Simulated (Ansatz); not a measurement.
CoGe in space group P-6m2 (No. 187; Co on 1a, Ge on 1f) under volume change, plane-wave PAW PBE (Ansatz code), shape and atoms relaxed at each volume.

```json
[
 {"V (Å³/atom)": "12.714", "E − E(relaxed) (meV/atom)": "60.1", "P (GPa)": "16.74"},
 {"V (Å³/atom)": "13.134", "E − E(relaxed) (meV/atom)": "25.1", "P (GPa)": "10.19"},
 {"V (Å³/atom)": "13.553", "E − E(relaxed) (meV/atom)": "5.9", "P (GPa)": "4.67"},
 {"V (Å³/atom)": "13.972", "E − E(relaxed) (meV/atom)": "0.0", "P (GPa)": "0.00"},
 {"V (Å³/atom)": "14.391", "E − E(relaxed) (meV/atom)": "5.3", "P (GPa)": "-3.95"},
 {"V (Å³/atom)": "14.810", "E − E(relaxed) (meV/atom)": "20.1", "P (GPa)": "-7.28"},
 {"V (Å³/atom)": "15.229", "E − E(relaxed) (meV/atom)": "43.0", "P (GPa)": "-10.09"}
]
```

Problem. What does a third-order Birch–Murnaghan fit give for V₀, B₀ and B′?

Solution. V₀ = 13.97 Å³/atom, B₀ = 143 GPa, B′ = 4.6.

The cell is a constructed one: a structure type filled with these elements; neither database checked (COD, Materials Project) lists it. Its standing as an ambient phase is unchecked. Symmetry was held in the PBE relaxation; its stability against distortions is not shown here. The workflow began spin-polarised and lost its moments. The cell computed holds one magnetic atom, so no antiferromagnetic order was within reach.

Potentials: the later of the program's two PAW sets.
